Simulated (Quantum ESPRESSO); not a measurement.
## Band energies of CaO₂H₂ monolayer

```
CaO2H2
1.0
    3.51474     0.00000     0.00000
   -1.75737     3.04385     0.00000
    0.00000     0.00000    17.50000
H O Ca
2 2 1
Direct
  0.33333   0.66667   0.11885
  0.66667   0.33333   0.88115
  0.33333   0.66667   0.06373
  0.66667   0.33333   0.93627
  0.00000   0.00000   0.00000
```

LDA (pw.x of Quantum ESPRESSO, ONCV potentials, without SOC); path ΓMKΓ; energies in eV from the valence-band maximum.

```csv
k (1/Å),point,band 8,band 9,band 10,band 11,band 12,band 13,band 14,band 15
0.00,Γ,-3.94,-1.09,-1.09,0.00,0.00,3.68,4.09,5.80
0.21,,-4.01,-1.06,-1.04,-0.21,-0.05,3.90,4.22,5.98
0.41,,-4.14,-0.97,-0.94,-0.68,-0.16,4.45,4.62,6.49
0.62,,-4.25,-1.20,-0.89,-0.88,-0.29,5.23,5.31,6.94
0.83,,-4.26,-1.57,-0.89,-0.82,-0.38,6.17,6.27,6.78
1.03,M,-4.22,-1.71,-0.90,-0.80,-0.41,6.53,7.18,7.22
1.23,,-4.24,-1.65,-1.06,-0.62,-0.55,6.71,7.26,7.32
1.43,,-4.28,-1.49,-1.19,-0.89,-0.47,7.14,7.46,7.46
1.63,K,-4.32,-1.30,-1.20,-1.20,-0.43,7.41,7.58,7.58
1.78,,-4.33,-1.41,-1.13,-1.08,-0.44,7.21,7.36,7.51
1.93,,-4.34,-1.44,-1.01,-0.95,-0.47,6.55,6.65,7.48
2.07,,-4.31,-1.34,-0.90,-0.88,-0.46,5.81,5.87,7.38
2.22,,-4.25,-1.13,-0.87,-0.85,-0.37,5.14,5.21,7.17
2.37,,-4.16,-1.00,-0.91,-0.71,-0.23,4.56,4.71,6.61
2.52,,-4.06,-1.03,-0.99,-0.39,-0.10,4.11,4.36,6.17
2.67,,-3.98,-1.07,-1.06,-0.11,-0.03,3.80,4.15,5.89
2.82,Γ,-3.94,-1.09,-1.09,0.00,0.00,3.68,4.09,5.80
```

The LDA gap is direct, 3.68 eV at Γ. The valence-band maximum lies 4.99 eV below the vacuum level.

Geometry relaxed with LDA.

This is a model layer cut from the bulk structure; whether it is stable on its own was not checked.
